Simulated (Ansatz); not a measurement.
The numbers come from plane-wave PAW DFT (Ansatz): r2SCAN, no spin polarisation, 500 eV, 7×7×6 Γ-centred k points, gaussian occupations (width 0.0154 eV). Nothing was relaxed.

Computed maps in the lattice plane spanned by a (left to right, 6.10 Å, 18 points from zero) and b (bottom to top, 6.10 Å, 18 points from zero), 60° apart, at height 0.750 along c. The fields are smooth PAW ones with compensation charges, not the true ones near nuclei.

Valence density. Digits on a logarithmic scale: 0 up to 0.03 e/Å³, each further digit a factor of 1.6, 9 from 1.3 e/Å³ up:
```
445568876556788655
444579998666899975
544569999866899996
644468999966699998
643346899976679998
654345678866566887
554444556666666666
555666555566676665
556788765556899865
556899986556899986
556899998655799997
655799999755689998
654689999864568998
644468999864446676
543346788764334555
444344566654434445
444445555555544444
444566655555666544
```

The cell is LaBeGe$_{3}$. Which atoms lie within 0.2 Å of this plane, and where (fractions of a and b)?

La at (0.33, 0.33), Ge at (0.81, 0.39), Ge at (0.81, 0.81), Ge at (0.39, 0.81). The whole cell:
```
La Be Ge
1.0
     3.04802    5.27933    0.00000
    -3.04802    5.27933    0.00000
     0.00000    0.00000    5.66896
La Be Ge
2 2 6
Direct
  0.33330 0.33340 0.75000
  0.66660 0.66670 0.25000
  0.00000 0.00000 0.00000
  0.00000 0.00000 0.50000
  0.19335 0.19335 0.25000
  0.80665 0.38670 0.75000
  0.61330 0.19335 0.25000
  0.80665 0.80665 0.75000
  0.19335 0.61330 0.25000
  0.38670 0.80665 0.75000
```

Origin: a known structure type with other elements, at an estimated volume, so it need not be a known compound. Caveats: f levels without a U or exact exchange are poorly placed.
